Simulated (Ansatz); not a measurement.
# Is this Al₂InAs₃ structure a true minimum?

It was reached by relaxing an invented guess, and it needn't be the stable form of this composition.

Level of theory: DFT PBE, scalar-relativistic, plane waves, PAW in Ansatz 0.2.0. Settings: cutoff 420 eV, Γ-centred mesh 6×6×4 on the computed 6-atom cell, Gaussian smearing of 0.02 eV; no spin polarisation.

The cell below (6 atoms, space group P3m1 (No. 156)) is relaxed within its symmetry.

```yaml
crystal:
  lattice:
    - [4.15541, 0.00000, 0.00000]
    - [-2.07771, 3.59869, 0.00000]
    - [0.00000, 0.00000, 10.18998]
  atoms:
    - { symbol: Al, position: [0.00000, 0.00000, 0.00675] }
    - { symbol: Al, position: [0.66667, 0.33333, 0.32721] }
    - { symbol: In, position: [0.33333, 0.66667, 0.66495] }
    - { symbol: As, position: [0.00000, 0.00000, 0.76484] }
    - { symbol: As, position: [0.33333, 0.66667, 0.40303] }
    - { symbol: As, position: [0.66667, 0.33333, 0.08321] }
```

For the test a repeat of it with 12 atoms (edges 4.16, 7.20, 10.19 Å) was strained at random (σ = 1.5 % a component), the atoms were moved at random (σ = 0.05 Å), and all was relaxed again on a coarse 4×2×2 mesh (in the run’s order of axes) with 0.10 eV smearing, with no symmetry imposed.

**Question.** Does it come back?

**Answer.** It returns, within 1 meV/atom of the unmoved cell on that mesh and with the same symmetry when read at 0.1 Å (P1 at 0.01 Å, so small strains and shifts remain). So it is stable against the distortions that fit this cell and that this random move excites. Modes that don't fit the cell aren't tested.
